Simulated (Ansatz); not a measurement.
## MnHg (P4/mmm): ferro- and antiferromagnetic starts

```
Mn Hg
1.0
     3.28800    0.00000    0.00000
     0.00000    3.28800    0.00000
     0.00000    0.00000    6.62600
Mn Hg
2 2
Direct
  0.50000 0.50000 0.25000
  0.50000 0.50000 0.75000
  0.00000 0.00000 0.00000
  0.00000 0.00000 0.50000
```

Geometry: a structure as deposited in COD, repeated to hold the magnetic orders; nothing is relaxed.

The runs share PBE, 11×11×6 k mesh, Fermi–Dirac smearing of 0.05 eV. PAW means Ansatz 0.2.0 on its default frozen-core files; LAPW is all-electron LAPW in Ansatz 0.2.0. Site moments are integrated in spheres about the atoms, whose radii differ between the methods. Start moments of the first PAW run (μB): Mn1 4, Mn2 4.

Energies count from the run that starts all moments parallel. Patterns list the atoms that start with 0.5 μB or more.

| start | ΔF PAW (meV/atom) | ΔF LAPW (meV/atom) | largest moment, PAW (μB) | M, PAW (μB/cell) | order at the end, PAW | P, PAW (GPa) |
| --- | --- | --- | --- | --- | --- | --- |
| Mn1↑, Mn2↑ | 0.0 | 0.0 | 3.86 | 7.80 | kept | 2.0 |
| Mn1↑, Mn2↓ | -22.1 | -22.0 | 3.85 | 0.00 | kept | 1.5 |
| no spin polarisation | ? | – | 0.00 | 0.00 | – | -14.0 |

Question: Fill in "ΔF PAW (meV/atom)" for the row "no spin polarisation".

Answer: +687.9.

Question: Map the PAW energies of the orders that kept their pattern on E = −Σ J s_i s_j over ordered pairs, with couplings only between Mn atoms 3.29–3.31 Å apart. What J follows?

Answer: Per Mn atom, ΔE = Σ J·(n_parallel state − n_order), where n is the mean of Σ s_i s_j over a shell: Mn1↑, Mn2↓ has ΔE = -44.1 meV and Δn = 4.0. This gives J(3.29–3.31 Å) = -11.03 meV, which fits exactly since there are as many orders as couplings. All other shells are lumped into these numbers, so they are effective couplings.

The lowest of these ends as follows. Site moments (μB): Mn1 3.85, Mn2 -3.85, Hg3 0.00, Hg4 0.00. Cell moment 0.00 μB. Orders of other supercells weren't tried and can lie lower.

The Ansatz runs typed with the search for lower states off end where their start leads. Spin–orbit coupling is left out although heavy atoms are present. The magnetic state is the one that this cell and start allow. It needn't be the compound's measured order, which may need a larger cell or be absent.
